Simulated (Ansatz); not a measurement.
NbRu:
```
CELL_PARAMETERS angstrom
      3.00459     0.00000     0.00000
      0.00000     3.00459     0.00000
      0.00000     0.00000     3.36469
ATOMIC_POSITIONS crystal
  Nb 0.00000 0.00000 0.00000
  Ru 0.50000 0.50000 0.50000
```

This is the LDA-relaxed structure. Tensor components refer to the Cartesian frame of this cell.

Task: All from LDA (plane waves, PAW; program Ansatz), unless another level is named. Give the Hill bulk and shear moduli.

Result: 267 and 58.7 GPa.

Task: Predict the highest zone-centre frequency.

Result: 160 cm⁻¹.

Task: Next, the elastic constants (relaxed ions, GPa)?

Result: C11 = 350, C12 = 225, C13 = 226, C33 = 353, C44 = 54.4, C66 = 60.6.

Space group P4/mmm (L1₀ or tetragonal B2). The workflow started from a Materials Project entry (that database holds measured and hypothetical structures alike); the Crystallography Open Database files this formula in space group No. 123, but the cells were not matched. Whether it is the stable phase at ambient conditions was not checked. Symmetry was held in the LDA relaxation; of distortions, only those at the zone centre were tested. No spin polarisation was allowed. As this level gives no gap, shear constants depend on the k-mesh and smearing (Fermi–Dirac, 0.1 eV here). As this level gives no gap, phonon frequencies hold no LO–TO term and depend on the k-mesh and smearing (Fermi–Dirac, 0.1 eV here).

Potentials: the later of the program's two PAW sets.
